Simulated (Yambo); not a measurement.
Yambo run on Sr$_{2}$MoZnO$_{6}$ (space group Fm-3m, No. 225). The wavefunctions are norm-conserving LDA (Quantum ESPRESSO, 84 Ry, no spin-orbit coupling) ones on a 2×2×2 mesh (45 occupied bands); a = b = c = 5.690 Å, α = β = γ = 60.00°.

Yambo input:

```
rim_cut
gw0
dyson
el_el_corr
HF_and_locXC
ppa
em1d
RandQpts= 1000000
RandGvec= 1 Ry
EXXRLvcs= 84 Ry
VXCRLvcs= 336 Ry
Chimod= "HARTREE"
% BndsRnXp
 6 | 209 |
%
NGsBlkXp= 7 Ry
% LongDrXp
 1.0 | 1.0 | 1.0 |
%
PPAPntXp= 27.2114 eV
% GbndRnge
 1 | 92 |
%
GTermKind= "none"
DysSolver= "n"
ExtendOut
% QPkrange
 2 | 2 | 45 | 45 |
 3 | 3 | 45 | 46 |
%
```

k points by index: 2 = L, 3 = X.

Resulting energies as the program prints them:

```
#    K-point    Band    Eo [eV]    E [eV]    E-Eo [eV]    Vxc [eV]    Vnlxc [eV]    Sc|Eo [eV]    Sc|E [eV]    dSc/dw|Eo [eV]    Re(Z)    Im(Z)
#
    2    45    0.000000    0.082371    0.082371    -23.35298    -28.90277    5.655396    5.632159    -7.689492    0.779674    -0.001423
    3    45    -0.130902    0.210663    0.341565    -19.62297    -24.69026    5.510099    5.408850    -8.069210    0.771282    -0.001386
    3    46    2.035794    4.083972    2.048178    -18.16937    -12.74530    -2.871568    -3.375893    -6.699895    0.802426    -0.001349
```
(The two width columns are left out.) Convergence of these settings isn't established.

Geometry of the Materials Project entry, not relaxed at this level.
